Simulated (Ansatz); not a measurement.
## TlPt (P6/mmm): electronic heat capacity and spin susceptibility from the density of states

Level of theory: DFT r2SCAN, scalar-relativistic, plane waves, PAW (Ansatz).

Settings: cutoff 500 eV, Γ-centred mesh 9×9×10 on the computed 6-atom cell, Gaussian smearing of 0.10 eV; no spin polarisation.

Relaxed cell: P6/mmm, a = 6.485 Å, b = 6.485 Å, c = 3.952 Å, α = 90.00°, β = 90.00°, γ = 120.00°, 6 atoms in the primitive cell. Whether it is the stable form of this composition wasn't checked.

The density of states at the Fermi level is 3.258 states/eV in the cell of 6 atoms (3 formula units; both spins, tetrahedra on a 14×14×15 mesh).

What Sommerfeld coefficient and Pauli susceptibility does this give?

Per formula unit N(E_F) = 1.086 states/eV. γ = (π²/3) k_B² N(E_F) N_A = 2.357 mJ/(mol K²) per state/eV, so γ = 2.6 mJ/(mol K²), a mole of formula units. χ_P = μ_B² N(E_F) N_A = 3.23×10⁻⁵ emu/mol per state/eV gives 3.5×10⁻⁵ emu/mol. This is the bare band result: a measured γ of the same phase is as a rule larger by a factor 1 + λ from phonons and spin fluctuations, the spin part of χ is larger by the Stoner factor, and a measured χ also holds orbital and core terms. N(E_F) at one energy is sensitive to the mesh where the density of states has sharp peaks.

Spin-orbit coupling is left out, which matters for the bands of heavy elements.